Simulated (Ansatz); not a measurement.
CuI in space group P4/nmm (No. 129; Cu on 2b, I on 2c), plane-wave PAW LDA (Ansatz code). The conduction-band minimum lies at Γ, with 1 equivalent valley. Second derivatives d²E/dk² of the lowest band at one valley (eV·Å²), along Cartesian directions:

```
direction  d²E/dk²
---------  -------
[100]        44.76
[010]        44.76
[001]        35.55
[110]        44.81
[101]        40.15
[011]        40.15
```

**Question.** Find the principal effective masses, the density-of-states mass and the conductivity mass.

**Answer.** Off-diagonal terms follow from H_xy = H[110] − (H_xx + H_yy)/2, and m*/mₑ = 7.620 eV·Å² over each eigenvalue: 0.17, 0.17, 0.21. One valley's DOS mass (m₁m₂m₃)^(1/3) = 0.18, conductivity mass 3/(Σ 1/mᵢ) = 0.18 mₑ.

**Question.** What effective density of states Nc follows at 300 K for parabolic valleys?

**Answer.** Nc = 2.509e19 × 1 × (0.18)^(3/2) ≈ 1.9e18 cm⁻³.

**Question.** With the computed static dielectric constant 8.20 (mean of the diagonal), estimate a hydrogenic donor's binding energy and radius.

**Answer.** E = 13.606 eV × 0.18/8.20² ≈ 36 meV; a = 0.529 Å × ε/m* ≈ 24 Å. Semilocal masses tend to be too small where the gap is.

The cell is a constructed one: a structure type filled with these elements; the Crystallography Open Database copy checked does not list it. It is not the phase usual at ambient conditions (space group No. 216). Symmetry was held in the LDA relaxation; phonons on a q-mesh show weakly imaginary modes. The run is not spin-polarised. A crystal of weakly bound layers computed without a dispersion correction: the cell and the soft elastic constants depend strongly on that. Spin–orbit coupling is left out wherever it is not named.

Potentials: the later of the program's two PAW sets.
